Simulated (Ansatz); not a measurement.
Cell and atoms are relaxed with the symmetry kept. Start:

```cif
data_structure
_symmetry_space_group_name_H-M 'Cmce'
_symmetry_Int_Tables_number 64
_cell_length_a 3.3228
_cell_length_b 10.1946
_cell_length_c 4.1648
_cell_angle_alpha 90.000
_cell_angle_beta 90.000
_cell_angle_gamma 90.000
_cell_volume 141.08
loop_
_atom_site_label
_atom_site_type_symbol
_atom_site_symmetry_multiplicity
_atom_site_Wyckoff_symbol
_atom_site_fract_x
_atom_site_fract_y
_atom_site_fract_z
_atom_site_occupancy
P1 P 8 f 0.50000 0.60637 0.07189 1
```

Level of theory: Ansatz, DFT PBE, scalar-relativistic, plane waves, PAW.

Cutoff 420 eV; k points 14×14×10 on the computed 4-atom cell (Γ-centred); Gaussian smearing, width 0.10 eV; no spin polarisation.

**Question.** What does it relax to?

**Answer.** The volume goes up by 3.65 Å³/atom to 21.29 Å³/atom, and the energy falls by 32.3 meV/atom. Final structure:
```yaml
crystal:
  lattice:
    - [1.65473, -5.64066, 0.00000]
    - [1.65473, 5.64066, 0.00000]
    - [0.00000, 0.00000, 4.56194]
  atoms:
    - { symbol: P, position: [0.90591, 0.09409, 0.08646] }
    - { symbol: P, position: [0.59409, 0.40591, 0.58646] }
    - { symbol: P, position: [0.09409, 0.90591, 0.91354] }
    - { symbol: P, position: [0.40591, 0.59409, 0.41354] }
```

The cell holds layers, and where no dispersion correction was added their binding is poorly described.

Cost: 1 run of about 2.1 core-minutes, on Intel Xeon 6975P-C (Granite Rapids) (shared hosts).